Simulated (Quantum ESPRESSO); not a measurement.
PbSnS2 is modelled in the trigonal space group R-3m, hexagonal axes (No. 166), Pearson symbol hR4. Conventional cell: a = b = 4.193 Å, c = 20.560 Å, α = β = 90.00°, γ = 120.00°. S on 6c has 3 Sn at 2.933 Å and 3 Pb at 2.999 Å (octahedral). Sn on 3b has 6 S at 2.933 Å (octahedral). Pb on 3a sees 6 S at 2.999 Å (octahedral). (Neighbours: up to the widest gap in distance over summed covalent radii, below 1.35, at either atom; cation-cation contacts left out.)
(The calculation used a cell of 4 atoms; values per cell refer to that cell.)

The geometry is that of Materials Project entry mp-1218952, symmetrised and not relaxed again.

### Question
What does PBEsol (Quantum ESPRESSO, PseudoDojo norm-conserving, 72 Ry, with spin-orbit coupling) give for the electronic structure near the Fermi level?

### Answer
The PBEsol gap is direct, 0.28 eV at Γ. Another conduction extremum on the path lies within 0.02 eV, too close to call. So small a PBEsol gap in heavy elements may be inverted, where one-shot corrections to single bands mislead.

The structure is a Materials Project entry; no match was found in the copy of COD used, and its stability was not checked.
